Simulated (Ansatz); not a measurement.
Here is the system:

Cs:
```cif
data_Cs4
_chemical_formula_sum 'Cs4'
_space_group_name_H-M_alt 'Fm-3m'
_space_group_IT_number 225
_space_group_name_Hall '-F 4 2 3'
_cell_length_a 7.91182
_cell_length_b 7.91182
_cell_length_c 7.91182
_cell_angle_alpha 90.000
_cell_angle_beta 90.000
_cell_angle_gamma 90.000
loop_
_atom_site_label
_atom_site_type_symbol
_atom_site_symmetry_multiplicity
_atom_site_Wyckoff_symbol
_atom_site_fract_x
_atom_site_fract_y
_atom_site_fract_z
_atom_site_occupancy
Cs1 Cs 4 a 0.00000 0.00000 0.00000 1
```
(The calculation used a cell of 1 atom; values per cell refer to that cell.)

This is the r²SCAN-relaxed structure.

### Question
All from plane-wave PAW r²SCAN (Ansatz code), unless another level is named. Give the density of states at the Fermi level.

### Answer
1.2 states/eV per atom (mean over ±0.08 eV).

### Question
What about the gap with spin–orbit coupling?

### Answer
none (metallic).

The first step of the workflow began from a Materials Project structure, measured or hypothetical; the Crystallography Open Database files this formula in space group No. 225, but the cells were not matched. It is not the phase usual at ambient conditions (space group No. 229). Symmetry was held in the r²SCAN relaxation; whether a distortion lowers the energy is not shown. Scalar-relativistic: spin–orbit coupling is off unless named, which matters more the heavier the elements.

Potentials: the later of the program's two PAW sets.
